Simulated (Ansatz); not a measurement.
GaAs (zinc blende, F-43m), a = 5.665 Å, b = 5.665 Å, c = 5.665 Å, α = 90.00°, β = 90.00°, γ = 90.00°; the cell used has 2 atoms.

Relaxed with r²SCAN.

Problem. Which orbitals make up the states near the band edges in the program Ansatz at the r²SCAN level (PAW)?

Solution. Top 1 eV of the valence band: As 4p 77 %, Ga 4p 20 %. Bottom 1 eV of the conduction band: Ga 4s 30 %, Ga 4p 29 %, As 4s 20 %, As 4p 16 %. Projections are on Löwdin-orthogonalised atomic valence shells; empty p or d shells of many metals are not among them.

Problem. Tabulate the density of states.

Solution. States/eV per cell of 2 atoms, in 0.25 eV bins, energy from the valence-band maximum.

```tsv
E (eV)	total	As 4p	Ga 4p	Ga 4s
-7.85	0.00	0.00	0.00	0.00
-7.60	0.00	0.00	0.00	0.00
-7.35	0.00	0.00	0.00	0.00
-7.10	0.00	0.00	0.00	0.00
-6.85	0.51	0.23	0.00	0.27
-6.60	2.38	1.07	0.17	1.04
-6.35	1.17	0.52	0.10	0.46
-6.10	0.74	0.33	0.07	0.27
-5.85	0.56	0.25	0.05	0.19
-5.60	0.44	0.20	0.04	0.14
-5.35	0.35	0.16	0.03	0.11
-5.10	0.30	0.14	0.03	0.09
-4.85	0.25	0.12	0.02	0.07
-4.60	0.21	0.10	0.02	0.06
-4.35	0.19	0.09	0.02	0.05
-4.10	0.17	0.08	0.02	0.04
-3.85	0.95	0.55	0.32	0.05
-3.60	1.24	0.73	0.41	0.06
-3.35	1.07	0.63	0.34	0.06
-3.10	1.11	0.66	0.36	0.06
-2.85	1.37	0.84	0.44	0.05
-2.60	1.60	1.01	0.51	0.05
-2.35	1.51	0.97	0.46	0.04
-2.10	1.45	0.95	0.43	0.04
-1.85	1.39	0.94	0.40	0.03
-1.60	1.36	0.94	0.37	0.02
-1.35	1.32	0.94	0.34	0.02
-1.10	0.97	0.71	0.23	0.01
-0.85	0.61	0.46	0.14	0.01
-0.60	0.43	0.33	0.08	0.00
-0.35	0.26	0.21	0.04	0.00
-0.10	0.08	0.07	0.01	0.00
0.15	0.00	0.00	0.00	0.00
0.40	0.00	0.00	0.00	0.00
0.65	0.00	0.00	0.00	0.00
0.90	0.00	0.00	0.00	0.00
1.15	0.00	0.00	0.00	0.00
1.40	0.01	0.00	0.00	0.01
1.65	0.09	0.01	0.02	0.03
1.90	0.38	0.07	0.12	0.10
2.15	0.75	0.16	0.24	0.19
2.40	1.12	0.27	0.34	0.28
2.65	1.63	0.43	0.49	0.40
2.90	1.88	0.53	0.55	0.46
3.15	1.18	0.34	0.34	0.27
3.40	0.86	0.26	0.24	0.18
3.65	0.91	0.24	0.31	0.15
3.90	0.88	0.21	0.35	0.13
4.15	0.80	0.17	0.39	0.09
4.40	0.81	0.17	0.43	0.07
4.65	1.85	0.40	1.01	0.10
4.90	1.72	0.39	0.91	0.09
5.15	1.23	0.30	0.64	0.07
5.40	1.03	0.25	0.55	0.05
5.65	1.18	0.30	0.58	0.06
```

Symmetry was held in the r²SCAN relaxation; phonons on a q-mesh show no instability. Spin–orbit coupling is left out wherever it is not named.

Potentials: the earlier of the program's two PAW sets.
